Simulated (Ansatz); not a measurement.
RbBr:
```yaml
crystal:
  lattice:
    - [0.00000, 3.46295, 3.46295]
    - [3.46295, 0.00000, 3.46295]
    - [3.46295, 3.46295, 0.00000]
  atoms:
    - { symbol: Rb, position: [0.00000, 0.00000, 0.00000] }
    - { symbol: Br, position: [0.50000, 0.50000, 0.50000] }
```

r²SCAN (plane waves, PAW; program Ansatz) gives a gap of 4.89 eV without spin–orbit coupling, maximum at Γ, minimum at Γ.

Question: What happens when spin–orbit coupling is switched on?

Answer: The gap falls by 0.16 eV, to 4.73 eV; maximum at Γ, minimum at Γ.

Question: How large is the spin–orbit splitting of the valence top at Γ?

Answer: The fourfold level lies 0.49 eV above the split-off pair.

Question: Give the electron effective mass with spin–orbit coupling.

Answer: 0.38 mₑ (isotropic).

Question: Give the hole effective mass with spin–orbit coupling, band 1 of 2 at the edge.

Answer: 5.3 along [100], 3.1 along [110], 2.6 along [111] (mₑ).

Question: Give the hole effective mass with spin–orbit coupling, band 2 of 2 at the edge.

Answer: 0.83 along [100], 0.93 along [110], 0.99 along [111] (mₑ).

Space group Fm-3m (rock salt). The cell was relaxed with r²SCAN under the symmetry of its start.

Potentials: the later of the program's two PAW sets.
